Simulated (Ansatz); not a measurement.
SiGe:
Space group R-3m, hexagonal axes (No. 166); a = 2.8589 Å, b = 2.8589 Å, c = 14.0621 Å, α = 90.00°, β = 90.00°, γ = 120.00°

```csv
atom,site,symmetry,x,y,z
Ge,3a,-3m,0.0000,0.0000,0.0000
Si,3b,-3m,0.0000,0.0000,0.5000
```
(The calculation used a cell of 2 atoms; values per cell refer to that cell.)

Relaxed with PBEsol.

Decompose the optical modes at the zone centre into irreducible representations, and say which are infrared and Raman allowed.

Point group -3m: Γ_opt = A2u + Eu. Infrared: A2u, Eu. Raman: none.

Assign frequencies (DFPT, plane-wave PAW PBEsol (Ansatz code)).

Eu 34i, A2u 191 cm⁻¹.

The start of the workflow was typed in or built on a structure type; neither database checked (COD, Materials Project) lists it. Its standing as an ambient phase is unchecked. The PBEsol relaxation kept the symmetry of its start; of distortions, only those at the zone centre were tested, and some modes there are weakly imaginary. Its formation energy is positive at this level, so the cell may be metastable or incomplete. As this level gives no gap, phonon frequencies hold no LO–TO term and depend on the k-mesh and smearing (Fermi–Dirac, 0.1 eV here).

Potentials: the later of the program's two PAW sets.
